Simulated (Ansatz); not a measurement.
Starting cell, LiF (rock salt):

```xyz
2
Lattice="0.0000 2.0339 2.0339 2.0339 0.0000 2.0339 2.0339 2.0339 0.0000" Properties=species:S:1:pos:R:3 pbc="T T T"
F      0.0000     0.0000     0.0000
Li     2.0339     2.0339     2.0339
```

Scan: atom 1 (F, nearest neighbour Li at 2.034 Å; its periodic images, 2.9 Å or more away, move with it) is displaced along Cartesian [110], direction (0.707, 0.707, 0.000) in Cartesian axes, by s. The other atoms stay.

Method: PBE (plane waves to 420 eV, PAW, scalar-relativistic; Ansatz, a first-principles code). k mesh 11×11×11 (Γ-centred), Fermi-Dirac smearing 0.05 eV. Energies are smeared free energies. LiF was relaxed with its symmetry unable to fall. The zero of ΔE is the undisplaced structure.

Estimate the ΔE (meV/cell) for s (Å) = -0.200, -0.160, -0.120, -0.080, -0.040, 0.080, 0.160, 0.200.


```json
[
 {"s (Å)": "-0.200", "ΔE (meV/cell)": "28.0"},
 {"s (Å)": "-0.160", "ΔE (meV/cell)": "17.6"},
 {"s (Å)": "-0.120", "ΔE (meV/cell)": "9.7"},
 {"s (Å)": "-0.080", "ΔE (meV/cell)": "4.3"},
 {"s (Å)": "-0.040", "ΔE (meV/cell)": "1.1"},
 {"s (Å)": "0.080", "ΔE (meV/cell)": "4.3"},
 {"s (Å)": "0.160", "ΔE (meV/cell)": "17.6"},
 {"s (Å)": "0.200", "ΔE (meV/cell)": "28.0"}
]
```

(For displaced atoms, the force is minus the slope of the energy, and its curvature is a force constant, which sets phonon frequencies.)
